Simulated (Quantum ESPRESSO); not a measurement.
# Band energies of K$_{2}$NaScF$_{6}$

```
K2NaScF6
1.0
    0.00000     4.30485     4.30485
    4.30485     0.00000     4.30485
    4.30485     4.30485     0.00000
F Na K Sc
6 1 2 1
Cartesian
  4.30485   4.30485   2.03043
  4.30485   4.30485   6.57928
  2.03043   4.30485   4.30485
  6.57928   4.30485   4.30485
  4.30485   2.03043   4.30485
  4.30485   6.57928   4.30485
  4.30485   4.30485   4.30485
  2.15243   2.15243   2.15243
  6.45728   6.45728   6.45728
  0.00000   0.00000   0.00000
```

LDA (Quantum ESPRESSO, PseudoDojo norm-conserving, 88 Ry, no spin-orbit coupling); path ΓXWKΓLUWLK,UX; energies in eV from the valence-band maximum.

```
k (1/Å)  point  band 36  band 37  band 38  band 39  band 40  band 41  band 42  band 43
-------  -----  -------  -------  -------  -------  -------  -------  -------  -------
0.00         Γ    -0.26    -0.26     0.00     0.00     0.00     6.41     6.96     6.96
0.24              -0.30    -0.30    -0.08    -0.08     0.00     6.79     6.97     6.99
0.49              -0.37    -0.37    -0.27    -0.27    -0.01     7.00     7.06     7.06
0.73         X    -0.43    -0.43    -0.36    -0.36    -0.01     7.01     7.09     7.09
0.73         W    -0.52    -0.50    -0.43    -0.17    -0.17     7.05     7.05     7.09
0.99         K    -0.55    -0.36    -0.35    -0.31    -0.09     7.03     7.08     7.08
1.37              -0.38    -0.32    -0.16    -0.13    -0.08     7.01     7.01     7.02
1.57              -0.29    -0.28    -0.05    -0.04    -0.02     6.66     6.97     6.98
1.76         Γ    -0.26    -0.26     0.00     0.00     0.00     6.41     6.96     6.96
2.08              -0.30    -0.30    -0.10    -0.10    -0.06     6.98     7.00     7.00
2.24              -0.32    -0.32    -0.19    -0.19    -0.12     7.01     7.02     7.02
2.39         L    -0.33    -0.33    -0.23    -0.23    -0.15     7.02     7.03     7.03
2.62              -0.44    -0.35    -0.27    -0.22    -0.15     7.03     7.05     7.05
2.84         U    -0.55    -0.36    -0.35    -0.31    -0.09     7.03     7.08     7.08
2.84         W    -0.52    -0.50    -0.43    -0.17    -0.17     7.05     7.05     7.09
2.97              -0.48    -0.44    -0.38    -0.17    -0.17     7.05     7.05     7.09
3.10              -0.42    -0.38    -0.29    -0.19    -0.16     7.04     7.04     7.06
3.23              -0.36    -0.34    -0.24    -0.21    -0.15     7.03     7.04     7.04
3.36         L    -0.33    -0.33    -0.23    -0.23    -0.15     7.02     7.03     7.03
3.47              -0.36    -0.33    -0.24    -0.21    -0.15     7.03     7.04     7.04
3.58              -0.44    -0.35    -0.27    -0.22    -0.15     7.03     7.05     7.05
3.80         K    -0.55    -0.36    -0.35    -0.31    -0.09     7.03     7.08     7.08
3.80         U    -0.55    -0.36    -0.35    -0.31    -0.09     7.03     7.08     7.08
4.06         X    -0.43    -0.43    -0.36    -0.36    -0.01     7.01     7.09     7.09
```

The LDA gap is direct, 6.41 eV at Γ. Another valence extremum on the path lies within 0.02 eV, too close to call.

Geometry of the Materials Project entry, not relaxed at this level.
